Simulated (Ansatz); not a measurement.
Relaxed-ion elastic tensor of TiSi$_{2}$ in space group Fddd (No. 70; Ti on 8b, Si on 16f) in GPa (Voigt order), DFT-PBEsol in the program Ansatz with PAW potentials; density 4.18 g/cm³, 13.79 Å³ per atom.

|  | 1 | 2 | 3 | 4 | 5 | 6 |
|---|---|---|---|---|---|---|
| 1 | 339 | 31.6 | 86.1 | 0.0 | 0.0 | 0.0 |
| 2 | 31.6 | 339 | 26.4 | 0.0 | 0.0 | 0.0 |
| 3 | 86.1 | 26.4 | 427 | 0.0 | 0.0 | 0.0 |
| 4 | 0.0 | 0.0 | 0.0 | 76.6 | 0.0 | 0.0 |
| 5 | 0.0 | 0.0 | 0.0 | 0.0 | 112 | 0.0 |
| 6 | 0.0 | 0.0 | 0.0 | 0.0 | 0.0 | 124 |

### Question
Is the crystal mechanically stable?

### Answer
Yes: the smallest eigenvalue of C is 76.6 GPa.

### Question
Work out the Voigt, Reuss and Hill averages.

### Answer
K_V = 155, K_R = 152, K_H = 153; G_V = 127, G_R = 117, G_H = 122 GPa.

### Question
Give Young's modulus, Poisson's ratio, Pugh's ratio and the universal anisotropy index.

### Answer
E = 9KG/(3K + G) = 289 GPa; ν = 0.19; K/G = 1.26 (brittle by the Pugh limit of 1.75); A_U = 5G_V/G_R + K_V/K_R − 6 = 0.44.

### Question
Estimate the sound speeds and the Debye temperature.

### Answer
v_l = √((K + 4G/3)/ρ) = 8690 m/s, v_t = √(G/ρ) = 5400 m/s, mean 5950 m/s; Θ = (h/k)(3n/4πV)^(1/3) v_m = 739 K.

### Question
Solve the Christoffel equation for the three sound speeds along x, y, z.

### Answer
Eigenvalues of C_ijkl n_j n_l equal ρv². In km/s, slowest first: x 5.17, 5.45, 9.01; y 4.28, 5.45, 9.00; z 4.28, 5.17, 10.12.

### Question
How much does each axis shrink under pressure?

### Answer
Linear compressibilities β_i = Σ_j S_ij (j = 1 to 3): x 2.3, y 2.6, z 1.7 per TPa.

Symmetry was held in the PBEsol relaxation. No spin polarisation was allowed. As this level gives no gap, shear constants depend on the k-mesh and smearing (Fermi–Dirac, 0.1 eV here).

Potentials: the earlier of the program's two PAW sets. The files were generated under PBE; for other functionals the program regenerates the frozen cores, and for LDA and PBEsol the local potential too.
